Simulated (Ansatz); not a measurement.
# LiBH4 — coordination and 2H quadrupole coupling

Cell: an entry of the Crystallography Open Database (COD) (listed for 535 K), its atoms then relaxed with PBE in this cell.

```cif
data_LiBH4
_symmetry_space_group_name_H-M 'P6_3mc'
_symmetry_Int_Tables_number 186
_cell_length_a 4.3228
_cell_length_b 4.3228
_cell_length_c 7.0368
_cell_angle_alpha 90.000
_cell_angle_beta 90.000
_cell_angle_gamma 120.000
loop_
_atom_site_label
_atom_site_type_symbol
_atom_site_symmetry_multiplicity
_atom_site_Wyckoff_symbol
_atom_site_fract_x
_atom_site_fract_y
_atom_site_fract_z
Li Li 2 b 0.3333 0.6667 0.1141
B B 2 b 0.3333 0.6667 0.5500
H5 H 2 b 0.3333 0.6667 0.3773
H7 H 6 c 0.1790 0.3581 0.6082
```

One atom of each set is listed.

Method: Kohn–Sham DFT in Ansatz, PBE, plane waves and PAW, scalar-relativistic, 420 eV cutoff, Γ-centred 7×7×4 k-points, Fermi–Dirac smearing 0.02 eV.

Q(2H) = 2.858 mb.

**Question.** Order the H environments from the weakest to the strongest quadrupole coupling.
A. H5: 1 B at 1.22 Å; also 1 Li at 1.85 Å
B. H7: 1 B at 1.23 Å

**Answer.** B (0.118 MHz, η = 0.15), A (0.154 MHz, η = 0.00).

An axis of threefold or higher order runs through H5, so V_zz lies along it and η is zero. At H7 V_zz points along its bond to B (within 1°).

The lattice is static: at room temperature BH₄ may turn and average the couplings of its hydrogen.
